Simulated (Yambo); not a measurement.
Yambo run on Sr$_{2}$RuH$_{6}$ (space group Fm-3m, No. 225). The wavefunctions are LDA (Quantum ESPRESSO, PseudoDojo norm-conserving, 88 Ry, without SOC) ones on a 4×4×4 mesh (21 occupied bands); a = b = c = 5.374 Å, α = β = γ = 60.00°.

Yambo input:

```
rim_cut
gw0
dyson
el_el_corr
HF_and_locXC
cohsex
em1s
RandQpts= 1000000
RandGvec= 1 Ry
EXXRLvcs= 88 Ry
VXCRLvcs= 352 Ry
Chimod= "HARTREE"
% BndsRnXs
 5 | 159 |
%
NGsBlkXs= 7 Ry
% LongDrXs
 1.0 | 1.0 | 1.0 |
%
ExtendOut
% QPkrange
 1 | 1 | 21 | 21 |
 7 | 7 | 21 | 22 |
%
```

k points by index: 1 = Γ, 7 = X.

Table of the .qp output:

```
#    K-point    Band    Eo [eV]    E [eV]    E-Eo [eV]    Vxc [eV]    Vnlxc [eV]    Sc|Eo [eV]    Re(Z)    Im(Z)
#
    1    21    0.000000    -2.276045    -2.276045    -18.61001    -22.57452    1.688461    1.000000    0.000000
    7    21    -0.059799    -2.306479    -2.246680    -18.47996    -22.35984    1.633199    1.000000    0.000000
    7    22    2.052579    1.824908    -0.227671    -13.97518    -9.449599    -4.753251    1.000000    0.000000
```
(The two width columns are left out.) Convergence of these settings isn't established.

Geometry of the Materials Project entry, not relaxed at this level.
